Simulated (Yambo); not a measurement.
TiTl$_{2}$F$_{6}$ (space group P-3m1, No. 164), G0W0@LDA in Yambo; all else as in the reference (3×3×2 Γ-centred k mesh, bands 2 to 222 and a 7 Ry block in the screening, 222 bands in G with the Bruneval-Gonze terminator, plasmon pole fitted at 27.2 eV). One parameter is varied: the cutoff of the exchange sum, over 5, 10, 20, 40, 84 Ry.

Task: From which value on does the gap K → Γ stay within 0.05 eV of the largest setting?

Result: From 40 Ry on.
```tsv
cutoff of the exchange sum (Ry)	G0W0 gap (eV)	valence shift (eV)
5	8.63	1.64
10	8.43	-0.24
20	7.85	-1.09
40	7.56	-1.46
84	7.52	-1.53
```
The last step of the sweep still moves the gap by 38 meV; the other settings are held fixed.

The standard potential for Tl keeps a d shell in the valence without the s and p states of that shell. In tests on such compounds this moved G0W0 gaps by up to about 0.9 eV, so absolute quasiparticle energies here are unreliable; differences between settings are what counts.

Spin-orbit coupling is not included.

Geometry of the Materials Project entry, not relaxed at this level; primitive cell a = b = 5.9191 Å, c = 4.7642 Å, α = β = 90.00°, γ = 120.00°.

The structure is a Materials Project entry; no match was found in the copy of COD used, and its stability was not checked.

A shift is the quasiparticle energy of the state minus its LDA energy.
